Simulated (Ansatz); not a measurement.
Total density of states per atom from plane-wave PAW r²SCAN (Ansatz code), in 0.25 eV bins, energy from the Fermi level:

```
E (eV)  states/eV/atom
------  --------------
-7.85             0.20
-7.60             0.22
-7.35             0.05
-7.10             0.03
-6.85             0.06
-6.60             0.09
-6.35             0.13
-6.10             0.17
-5.85             0.29
-5.60             0.54
-5.35             0.31
-5.10             0.57
-4.85             0.64
-4.60             0.82
-4.35             1.25
-4.10             0.80
-3.85             1.14
-3.60             1.00
-3.35             1.10
-3.10             1.33
-2.85             1.26
-2.60             1.83
-2.35             2.49
-2.10             1.53
-1.85             1.29
-1.60             1.31
-1.35             0.95
-1.10             1.13
-0.85             0.96
-0.60             0.91
-0.35             0.68
-0.10             0.43
0.15              0.35
0.40              0.35
0.65              0.59
0.90              0.63
1.15              0.86
1.40              1.22
1.65              1.21
1.90              1.25
2.15              1.26
2.40              0.67
2.65              0.47
2.90              0.29
3.15              0.51
3.40              0.43
3.65              0.32
3.90              0.26
4.15              0.23
4.40              0.22
4.65              0.25
```

Question: Which of these materials gives this?
A) GaFe3, Cu3Au type
B) ScPt3, Cu3Au type
C) GaP, rock salt
D) TbGa2, P6/mmm (Tb on 1a, Ga on 2d)

Answer: A, GaFe3, Cu3Au type. Within 0.5 eV of the Fermi level: Fe 3d 78 %, Ga 4p 13 %. Projections are on Löwdin-orthogonalised atomic valence shells; empty p or d shells of many metals are not among them.

Space group Pm-3m (Cu3Au type). The workflow started from an entry of the Crystallography Open Database (COD). Whether it is the stable phase at ambient conditions was not checked. Symmetry was held in the r²SCAN relaxation; whether a distortion lowers the energy is not shown. Magnetic state: ferromagnetic, the only order run, not a proven ground state. Other orbital occupations within this spin state were not tried. Scalar-relativistic: spin–orbit coupling is off unless named, which matters more the heavier the elements.

Potentials: the later of the program's two PAW sets.
